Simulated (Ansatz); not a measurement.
## Zr: stiffness from a series of strains

```xyz
2
Lattice="3.2320 0.0000 0.0000 -1.6160 2.7990 0.0000 0.0000 0.0000 5.1470" Properties=species:S:1:pos:R:3 pbc="T T T"
Zr    0.0000    1.8660    1.2868
Zr    1.6160    0.9330    3.8603
```

Atom numbers follow the list: Zr1, Zr2.

The cell comes from COD entry 9008523, which wasn't checked; take it as a given geometry.

These are results of DFT, LDA, all-electron LAPW, scalar-relativistic (Ansatz 0.2.0), not measurements.

Settings: a Γ-centred 13×13×7 k mesh, Fermi–Dirac smearing of 0.03 eV, basis error target 0.25 meV/atom, no spin polarisation.

The strain is applied along the Cartesian axes of the cell as listed (the other components stay zero). Fractional coordinates are held (clamped ions).

σ is the change of stress from the unstrained cell, which is at -6.09 GPa; tension is positive, so slopes are stress–strain coefficients at that pressure. In a metal the k mesh adds noise.

Only quantities that a quadratic follows smoothly over the whole series are listed; rougher ones are left out.

```csv
εzz,σzz (GPa),σxx (GPa)
-0.0200,-2.93,-1.26
-0.0100,-1.41,-0.62
0.0000,0.00,0.00
0.0200,2.70,1.15
```

Question: Fit the series and read off the stiffness at zero strain.

Answer: Least-squares fits y = p0 + p1 x + p2 x² to the rows give σzz (GPa): p1 = 141, p2 = -310; σxx (GPa): p1 = 60.3, p2 = -130. So C33 = 141 GPa and C13 = 60 GPa, for these axes.

Question: One run, at εzz = 0.0100, is withheld. Predict its row.

Answer: The fits give 1.39, 0.59; the run gave 1.37, 0.59.
